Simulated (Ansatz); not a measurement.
Ag: energy along a strain

Ag, Fm-3m, a = 4.086 Å (as given, not relaxed at this level: 1.4 GPa). Ansatz: r2SCAN, PAW, 500 eV, Γ-centred 20×20×20 mesh on 1 atom, Gaussian smearing 0.15 eV; no spin polarisation. Cell vectors (Å): 0.000 2.043 2.043; 2.043 0.000 2.043; 2.043 2.043 0.000. The cell is strained by x per cent times the pattern (0 1 0 0 0 0) in the order xx yy zz yz xz xy (engineering shears), with fractional coordinates held. y is the free energy over the start, V0 = 17.057 Å³/atom.

| x (%) | y (meV/atom) |
| --- | --- |
| -2.00 | ? |
| -1.50 | 3.94 |
| -1.00 | 2.25 |
| -0.50 | 0.94 |
| 0.00 | 0.00 |
| 0.50 | -0.57 |
| 1.00 | -0.78 |
| 1.50 | -0.66 |
| 1.75 | -0.47 |
| 2.00 | -0.20 |

Problem. Fit y = c1 x + c2 x² + c3 x³ to the other rows, get the stiffness along the pattern, and predict the missing energy.

Solution. Least squares on the rows shown. y = −1.501 x + 0.7297 x² − 0.01441 x³. The clamped-ion stiffness p·C·p = 2 × 7.297 eV × 160.2 / 17.057 Å³ = 137 GPa, which is C22 in these axes (C11 of the cubic crystal) (second derivative at the start, which stands under stress). At x = -2.00 the fit asked for gives 6.04 meV/atom. The run gave 6.03 meV/atom, so the fit is 0.01 meV/atom too high, a small miss on the scale of the series.